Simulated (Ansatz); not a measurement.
Is this CsNaP2 structure a true minimum?

The structure comes from a generated guess, relaxed at this level; another structure or a mixture of phases may lie lower.

Computed with Ansatz, DFT PBE, scalar-relativistic, plane waves, PAW. Plane waves to 420 eV, a k mesh through Γ of 12×12×8 on the computed 4-atom cell and Gaussian smearing (0.10 eV); no spin polarisation.

The cell below (4 atoms, space group P4/mmm (No. 123)) is relaxed within its symmetry.

```yaml
crystal:
  lattice:
    - [4.02042, 0.00000, 0.00000]
    - [0.00000, 4.02042, 0.00000]
    - [0.00000, 0.00000, 7.17411]
  atoms:
    - { symbol: Cs, position: [0.00000, 0.00000, 0.50000] }
    - { symbol: Na, position: [0.00000, 0.00000, 0.00000] }
    - { symbol: P, position: [0.50000, 0.50000, 0.14451] }
    - { symbol: P, position: [0.50000, 0.50000, 0.85549] }
```

For the test a repeat of it with 8 atoms (edges 4.02, 7.17, 8.04 Å) was strained at random (σ = 1.5 % a component), the atoms were moved at random (σ = 0.15 Å), and all was relaxed again on a coarse 6×4×4 mesh (in the run’s order of axes) with 0.20 eV smearing, with no symmetry imposed.

Question: What happens?

Answer: It returns, within 1 meV/atom of the unmoved cell on that mesh and with the same symmetry when read at 0.1 Å (P2/m at 0.01 Å, so small strains and shifts remain). No instability shows in this cell; modes of other wave vectors, which need another repeat, aren't tested.
